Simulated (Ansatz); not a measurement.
The relaxed structure here is a generated cell of TiB2: the first start was made by placing the elements on the sites of a structure type, and the end was not matched to a known phase here, so it may be hypothetical. Known forms of TiB2 include space group No. 191.

The end point of a relaxation of TiB$_{2}$. Space group I4₁/amd (No. 141). Computed with PBEsol (plane waves to 420 eV, PAW, scalar-relativistic; Ansatz, a quantum-chemistry and plane-wave program).

```cif
data_B4Ti2
_chemical_formula_sum 'B4 Ti2'
_space_group_name_H-M_alt 'P 1'
_space_group_IT_number 1
_cell_length_a 5.67895
_cell_length_b 5.67895
_cell_length_c 5.67895
_cell_angle_alpha 148.465
_cell_angle_beta 148.465
_cell_angle_gamma 45.199
loop_
_space_group_symop_operation_xyz
  'x, y, z'
loop_
_atom_site_label
_atom_site_type_symbol
_atom_site_fract_x
_atom_site_fract_y
_atom_site_fract_z
_atom_site_occupancy
B1 B 0.41692 0.41692 0.00000 1
B2 B 0.16692 0.66692 0.50000 1
B3 B 0.33308 0.83308 0.50000 1
B4 B 0.58308 0.58308 0.00000 1
Ti1 Ti 0.75000 0.25000 0.50000 1
Ti2 Ti 0.00000 0.00000 0.00000 1
```

| Property | Value |
|---|---|
| Volume per atom | 8.32 Å³ |
| Band gap | no gap (metallic) |
| Shortest distances | B–B 1.74 Å; B–Ti 2.33 Å; Ti–Ti 3.04 Å |
| k-mesh | 20×20×20 |

Band energies at high-symmetry points (eV from the Fermi level; labels of this space group; no spin-orbit coupling), from −5 eV up to 2.5 eV:

```csv
point,energies
Γ,-3.24 -3.24 -2.71 -2.22 -2.22 -2.20 -1.54 1.53 2.09 2.29
X,-4.94 -4.94 -4.04 -4.04 -3.05 -3.05
P,-4.93 -4.93 -4.07 -4.07 -3.03 -3.03
N,-4.35 -4.25 -4.12 -1.89 -1.03 -0.97 0.63 0.85 1.65
M,-3.17 -3.17 -2.32 -2.32 -2.23 -2.23 1.80 1.80 2.39 2.39
S,-4.11 -3.04 -2.61 -1.67 -0.38 0.69 0.96 1.99
S0,-4.11 -3.04 -2.61 -1.67 -0.38 0.69 0.96 1.99
R,-4.93 -4.93 -4.01 -4.01 -3.01 -3.01
```

No spin polarisation in the result.

The run could not lose the symmetry of its start, so the end can be a saddle point.

It was reached from a disturbed copy of a Fddd (No. 70) cell, against which it lies -1.17 eV/atom.
